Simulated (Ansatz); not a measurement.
MgCd2S3 (P3m1) at 3 levels of theory

One geometry, relaxed with PBE; plane waves with PAW potentials in Ansatz, scalar-relativistic. No spin polarisation. Gaps are the least over mesh and band path; pressure is positive in compression, and isn't given for hybrids.

```
Mg Cd S
1.0
     4.13921    0.00000    0.00000
    -2.06961    3.58466    0.00000
     0.00000    0.00000   10.12069
Mg Cd S
1 2 3
Cartesian
  0.0000 0.0000 3.3526
  0.0000 2.3898 0.0533
  2.0696 1.1949 6.7134
  2.0696 1.1949 9.2747
  0.0000 0.0000 5.8172
  0.0000 2.3898 2.6208
```

```
level  cutoff (eV)   k mesh  gap (eV)  pressure (GPa)
  PBE          420  12×12×4      1.53             0.0
```

What comes out on the same cell with HSE06, LDA?

| level | cutoff (eV) | k mesh | gap (eV) | pressure (GPa) |
| --- | --- | --- | --- | --- |
| HSE06 | 420 | 6×6×2 | 2.54 | - |
| LDA | 420 | 12×12×4 | 1.26 | -4.3 |

It was reached by relaxing an invented guess, and it needn't be the stable form of this composition.
